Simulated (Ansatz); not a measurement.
How far is PAW off for ScPt?

```xyz
2
Lattice="3.3354 0.0000 0.0000 0.0000 3.3354 0.0000 0.0000 0.0000 3.2700" Properties=species:S:1:pos:R:3 pbc="T T T"
Sc    1.6677    1.6677    1.6350
Pt    0.0000    0.0000    0.0000
```

Atoms are numbered in the order listed.

The geometry is COD entry 1537628, unchecked; take it as a test cell. The listed cell was then made from it by scaling, straining or moving an atom.

Spin polarisation is left out, and whether a magnetic state lies lower isn't shown here.

No spin–orbit coupling, which matters for the heavy atoms here.

All numbers are computed: DFT, LDA, PAW with Ansatz's default frozen-core files, scalar-relativistic (Ansatz 0.2.0); DFT, LDA, all-electron PAW with datasets made for the crystal, scalar-relativistic (Ansatz 0.2.0); DFT, LDA, all-electron LAPW, scalar-relativistic (Ansatz 0.2.0).

For PAW: a Γ-centred 10×10×10 k mesh, Fermi–Dirac smearing of 0.05 eV, cutoff 420 eV, no spin polarisation; the PAW files were made with PBE, and the program remakes their frozen cores for this functional. The crystal-made all-electron datasets (AE datasets) take a cutoff of 260 eV at this cell. LAPW targets a basis error of 0.25 meV/atom. The Ansatz runs share mesh, smearing and spin set-up. Plane-wave (PAW) pressures include the program's estimate of the Pulay term.

Stress and pressure are positive in compression.

The change that made this cell: equal xx and yy strain of +2 %.

Spin–orbit coupling is left out, which moves gradients at and beside heavy atoms by some per cent and at worst by a factor of two.

In a metal, gradients converge slowly with the k mesh: the values move by tens of per cent from one mesh to another, at times in sign, so only the comparison on one mesh counts.

```
                             quantity     PAW  AE datasets    LAPW
                       pressure (GPa)  -10.45       -10.43  -10.43
                      stress xx (GPa)  -10.48       -10.45  -10.46
                      stress zz (GPa)  -10.39       -10.37  -10.38
field gradient Vzz at Pt2 (10²¹ V/m²)    0.63         0.66       –
```
